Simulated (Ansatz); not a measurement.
**MgW: relaxation (Ansatz)**

Input:

```yaml
crystal:
  lattice:
    - [4.684973, 0.0, 0.0]
    - [0.0, 5.666014, 0.0]
    - [0.02837, 0.0, 4.925148]
  atoms:
    - { symbol: W, position: [0.0, 0.182, 0.25] }
    - { symbol: W, position: [0.0, 0.818, 0.75] }
    - { symbol: Mg, position: [0.5, 0.68, 0.25] }
    - { symbol: Mg, position: [0.5, 0.32, 0.75] }
  symmetry: { tolerance: 0.0003 }
kpoints:
  mp_grid: { grid: [5, 5, 5], shift: [0, 0, 0] }
magnetization:
  spin_polarized: false
scf:
  occupations: { method: fermi_dirac, width: 0.0251 }
  lower_state_search: "off"
hamiltonian:
  pseudopotentials: { kind: paw }
  xc: r2scan
basis:
  ecutwfc: 500
  fft_grid_basis: typed
relax:
  max_steps: 60
  cell: { p_target: 20.0 }
output:
  forces: true
  stress: true
  eigenvalues: true
  bader: true
  populations: true
  elf: true
  write_potential: true
  volumetric_format: npy
  dos:
    e_range: [-12, 8]
    de: 0.05
    projected: { site_lists: { Mg: [Mg], W: [W] } }
checkpoint:
  read: saved_state
```

Launch command:

```bash
ansatz run input.yaml --threads 2 --pin off --max-ram 2560MiB --backend cpu --events-out ev --progress --plain --runs-dir out
```

Origin of the cell: a database entry, scaled a little.

The saved state is a converged single point of the same cell.

Steps («new basis» is an SCF on plane waves selected anew at the same cell):

```json
{"step": "1", "ΔH (meV/atom)": "0.0", "max force component (eV/Å)": "3.022", "P (GPa)": "-22.21", "volume (Å³)": "130.74", "SCF iterations": "7", "step was": "accepted"}
{"step": "2", "ΔH (meV/atom)": "-1302.7", "max force component (eV/Å)": "2.963", "P (GPa)": "-22.87", "volume (Å³)": "113.65", "SCF iterations": "8", "step was": "accepted"}
{"step": "3", "ΔH (meV/atom)": "-2393.7", "max force component (eV/Å)": "1.232", "P (GPa)": "-18.74", "volume (Å³)": "98.75", "SCF iterations": "7", "step was": "accepted"}
{"step": "4", "ΔH (meV/atom)": "-3176.7", "max force component (eV/Å)": "0.740", "P (GPa)": "-9.98", "volume (Å³)": "84.80", "SCF iterations": "7", "step was": "accepted"}
{"step": "5", "ΔH (meV/atom)": "-3693.0", "max force component (eV/Å)": "0.852", "P (GPa)": "-0.24", "volume (Å³)": "73.08", "SCF iterations": "7", "step was": "accepted"}
{"step": "6", "ΔH (meV/atom)": "-3931.8", "max force component (eV/Å)": "0.377", "P (GPa)": "15.61", "volume (Å³)": "63.51", "SCF iterations": "6", "step was": "accepted"}
{"step": "7", "ΔH (meV/atom)": "-3955.2", "max force component (eV/Å)": "0.420", "P (GPa)": "17.82", "volume (Å³)": "62.27", "SCF iterations": "6", "step was": "accepted"}
{"step": "8", "ΔH (meV/atom)": "-4043.9", "max force component (eV/Å)": "1.453", "P (GPa)": "21.63", "volume (Å³)": "60.32", "SCF iterations": "7", "step was": "accepted"}
{"step": "9", "ΔH (meV/atom)": "-4222.3", "max force component (eV/Å)": "1.168", "P (GPa)": "22.74", "volume (Å³)": "59.29", "SCF iterations": "7", "step was": "accepted"}
{"step": "10", "ΔH (meV/atom)": "-4309.3", "max force component (eV/Å)": "0.378", "P (GPa)": "28.53", "volume (Å³)": "58.19", "SCF iterations": "6", "step was": "accepted"}
{"step": "11", "ΔH (meV/atom)": "-4318.8", "max force component (eV/Å)": "0.190", "P (GPa)": "14.59", "volume (Å³)": "62.18", "SCF iterations": "7", "step was": "accepted"}
{"step": "12", "ΔH (meV/atom)": "-4338.8", "max force component (eV/Å)": "0.049", "P (GPa)": "20.57", "volume (Å³)": "60.36", "SCF iterations": "8", "step was": "accepted"}
{"step": "13", "ΔH (meV/atom)": "-4327.0", "max force component (eV/Å)": "0.231", "P (GPa)": "27.99", "volume (Å³)": "58.54", "SCF iterations": "7", "step was": "rejected"}
{"step": "14", "ΔH (meV/atom)": "-4345.5", "max force component (eV/Å)": "0.058", "P (GPa)": "21.12", "volume (Å³)": "60.19", "SCF iterations": "10", "step was": "accepted"}
{"step": "15", "ΔH (meV/atom)": "-4345.6", "max force component (eV/Å)": "0.038", "P (GPa)": "19.95", "volume (Å³)": "60.46", "SCF iterations": "4", "step was": "accepted"}
{"step": "16", "ΔH (meV/atom)": "-4345.9", "max force component (eV/Å)": "0.000", "P (GPa)": "20.10", "volume (Å³)": "60.46", "SCF iterations": "4", "step was": "accepted"}
{"step": "17", "ΔH (meV/atom)": "-4345.9", "max force component (eV/Å)": "0.000", "P (GPa)": "20.01", "volume (Å³)": "60.49", "SCF iterations": "5", "step was": "accepted"}
{"step": "18", "ΔH (meV/atom)": "-4345.8", "max force component (eV/Å)": "0.000", "P (GPa)": "19.90", "volume (Å³)": "60.54", "SCF iterations": "7", "step was": "rejected"}
{"step": "19", "ΔH (meV/atom)": "-4346.0", "max force component (eV/Å)": "0.000", "P (GPa)": "20.01", "volume (Å³)": "60.50", "SCF iterations": "10", "step was": "accepted"}
{"step": "20", "ΔH (meV/atom)": "-4343.0", "max force component (eV/Å)": "0.000", "P (GPa)": "19.99", "volume (Å³)": "60.50", "SCF iterations": "6", "step was": "new basis"}
```

The starting structure.

Space group P2/c (No. 13); the run's cell has a = 4.685 Å, b = 5.666 Å, c = 4.925 Å, α = 90.00°, β = 89.67°, γ = 90.00°. Shortest distances: Mg–Mg 3.20 Å, W–W 3.21 Å, Mg–W 3.48 Å.

The relaxed structure.

Space group Cmmm (No. 65); the run's cell has a = 4.466 Å, b = 3.350 Å, c = 4.045 Å, α = 90.00°, β = 90.00°, γ = 90.00°. Shortest distances: Mg–Mg 2.63 Å, W–W 2.63 Å, Mg–W 2.79 Å.

```yaml
crystal:
  lattice:
    - [4.46574, 0.00000, -0.01377]
    - [0.00000, 3.34961, 0.00000]
    - [0.01257, 0.00000, 4.04458]
  atoms:
    - { symbol: W, position: [0.00000, 0.25000, 0.25000] }
    - { symbol: W, position: [0.00000, 0.75000, 0.75000] }
    - { symbol: Mg, position: [0.50000, 0.75000, 0.25000] }
    - { symbol: Mg, position: [0.50000, 0.25000, 0.75000] }
```

```yaml
Enthalpy_lowered_by: 4343.0 meV/atom
Volume_change: -53.72 %
Final_pressure: 19.99 GPa
Relaxation_steps_listed: 20
Gap_on_the_mesh: none (metal)
```

Caveats: no moments, though an odd count or open d shells may carry them; no spin-orbit coupling, though heavy elements are present; the database entry stands far from equilibrium and may be faulty; the k mesh is coarse if the cell is a metal; the relaxation held the start's symmetry, so the end may be a saddle point.

It ran for 2 min on 2 threads of AMD EPYC 9R45 96-Core Processor (Zen 5), with other jobs on the host, peak memory 0.82 GiB, from a saved density.
